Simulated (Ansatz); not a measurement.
All numbers below come from DFT PBE, scalar-relativistic, plane waves, PAW (Ansatz). Settings: cutoff 420 eV, Γ-centred meshes spaced at most about 0.3 Å⁻¹, and about 0.25 Å⁻¹ or finer for metals (2π included), Gaussian smearing. No spin polarisation in the final relaxations.

All energies are static (0 K, no zero-point motion).

Two relaxed structures of Sn₂TeO₂:

A.

Space group P6/mmm (No. 191). a = 3.815 Å, b = 3.815 Å, c = 9.103 Å, α = 90.00°, β = 90.00°, γ = 120.00°
| atom | site | symmetry | x | y | z |
| --- | --- | --- | --- | --- | --- |
| Sn | 2e | 6mm | 0.0000 | 0.0000 | 0.3286 |
| Te | 1a | 6/mmm | 0.0000 | 0.0000 | 0.0000 |
| O | 2c | -6m2 | 0.3333 | 0.6667 | 0.0000 |

B.

Space group P-6m2 (No. 187). a = 4.127 Å, b = 4.127 Å, c = 7.698 Å, α = 90.00°, β = 90.00°, γ = 120.00°
| atom | site | symmetry | x | y | z |
| --- | --- | --- | --- | --- | --- |
| Sn | 2g | 3m. | 0.0000 | 0.0000 | 0.7078 |
| Te | 1e | -6m2 | 0.6667 | 0.3333 | 0.0000 |
| O | 1a | -6m2 | 0.0000 | 0.0000 | 0.0000 |
| O | 1c | -6m2 | 0.3333 | 0.6667 | 0.0000 |

Question: Which form is favoured at zero pressure, and by what margin per atom?

Answer: B is lower, by 95 meV/atom. A has space group P6/mmm (No. 191), 22.9 Å³/atom and no gap on its mesh; B has space group P-6m2 (No. 187), 22.7 Å³/atom and no gap. Counting O or Te atoms around Sn (for each partner element, those within 1.25 times its shortest distance or 1.15 times the sum of covalent radii, where it is the nearest in units of that sum or under 1.3), A has Sn 1 and B has Sn 4. In A, around Sn lie 1 Te at 2.99 Å, 1 Sn at 3.12 Å, 6 O at 3.71 Å and 6 Sn at 3.82 Å; Te is surrounded by 6 O at 2.20 Å and 2 Sn at 2.99 Å; O has 3 O at 2.20 Å, 3 Te at 2.20 Å and 6 Sn at 3.71 Å. In B, Sn is surrounded by 1 O at 2.25 Å, 1 Sn at 3.20 Å, 3 O at 3.28 Å and 3 Te at 3.28 Å; around Te lie 6 O at 2.38 Å; O on its first site has 2 Sn at 2.25 Å, 3 Te at 2.38 Å and 3 O at 2.38 Å; 1 more site not described. Both come from invented guesses. A third cell relaxed alike, in I4/mmm, lies 0.94 eV/atom below the lower of the two.

These runs have no spin–orbit coupling, which can matter for Te. Cells relaxed within their symmetry can be saddle points.
